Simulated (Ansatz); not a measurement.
YSiNO2:
```
CELL_PARAMETERS angstrom
      3.57798     0.00000     0.00000
      0.00000     3.57798     0.00000
      0.00000     0.00000     3.69672
ATOMIC_POSITIONS crystal
  Y  0.00000 0.00000 0.50000
  Si 0.50000 0.50000 0.00000
  N  0.50000 0.50000 0.50000
  O  0.50000 0.00000 0.00000
  O  0.00000 0.50000 0.00000
```

DFT-r²SCAN in the program Ansatz with PAW potentials gives a gap of 2.08 eV without spin–orbit coupling, maximum at A, minimum at Γ.

Question: What happens when spin–orbit coupling is switched on?

Answer: The gap decreases by 0.01 eV, to 2.07 eV; maximum at A, minimum at Γ.

Question: Give the electron effective mass with spin–orbit coupling.

Answer: 0.36, 0.36, 0.43 mₑ (principal values).

Question: Give the hole effective mass with spin–orbit coupling.

Answer: 0.44, 0.60, 0.64 mₑ (principal values).

Space group P4/mmm. The start of the workflow was typed in or built on a structure type; neither database checked (COD, Materials Project) lists it. COD files the formula under space group No. 15, 63, so this cell is another polymorph or a model. Its standing as an ambient phase is unchecked. The cell was relaxed with r²SCAN under the symmetry of its start; its stability against distortions is not shown here. The run is not spin-polarised.

Potentials: the earlier of the program's two PAW sets.
